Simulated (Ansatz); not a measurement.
HfB₂ in space group P6/mmm (No. 191; Hf on 1a, B on 2d) at seven volumes, plane-wave PAW PBEsol (Ansatz code), shape and atoms relaxed at each. One row is withheld.

```tsv
V (Å³/atom)	P (GPa)
8.855	29.53
9.147	18.19
9.439	?
9.731	0.00
10.023	-7.27
10.315	-13.55
10.607	-18.97
```

### Question
Fit the shown pressures and predict the withheld one.

### Answer
P = (3/2)B₀(x^(7/2) − x^(5/2))[1 + (3/4)(B′ − 4)(x − 1)] with x = (V₀/V)^(2/3). Least squares on the six rows gives V₀ = 9.731 Å³/atom, B₀ = 260 GPa, B′ = 3.90. At V = 9.439, x = 1.0205 and P = 8.41 GPa. The run itself gave 8.43 GPa.

The PBEsol relaxation kept the symmetry of its start; of distortions, only those at the zone centre were tested. No spin polarisation was allowed. Scalar-relativistic: spin–orbit coupling is off unless named, which matters more the heavier the elements.

Potentials: the later of the program's two PAW sets.
